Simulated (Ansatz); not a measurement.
## Barrier of one jump, Co in Si

All numbers below come from Ansatz 0.2.0, DFT PBE, scalar-relativistic, plane waves, PAW. Settings: 420 eV cutoff, 2×2×2 k-mesh, shifted by half a step, Gaussian smearing of 0.02 eV, collinear spin.

Host crystal, relaxed:

```
Si
1.0
     0.00000    2.73505    2.73505
     2.73505    0.00000    2.73505
     2.73505    2.73505    0.00000
Si
2
Direct
  0.75000 0.75000 0.75000
  0.50000 0.50000 0.50000
```

In a supercell of 32 host sites, interstitial Co hops to an equivalent place, moving 2.35 Å between the relaxed ends. Climbing-image nudged elastic band at fixed cell with images 0 (start) to 6 (end), the path measured over all atoms, converged to 0.05 eV/Å; the order of the saddle wasn't checked, and the small cell leaves errors of about a tenth of an eV.

Supercell rows in host cell vectors: 1 1 1; -3 1 1; 1 -3 1. Co was set at (0.000, 0.000, 0.000) of the host cell.

At the relaxed start Co has 1 Si at 2.40 Å, 3 Si at 2.41 Å, 2 Si at 2.71 Å, 3 Si at 2.72 Å, 1 Si at 2.73 Å.

Q: What barrier does the band give, and what surrounds the atom at the top?

A: 0.27 eV at image 3, where Co has 6 Si at 2.32 Å.

Cost: 1 run of about 13 core-minutes, on AMD EPYC 9R45 (Zen 5) (shared hosts).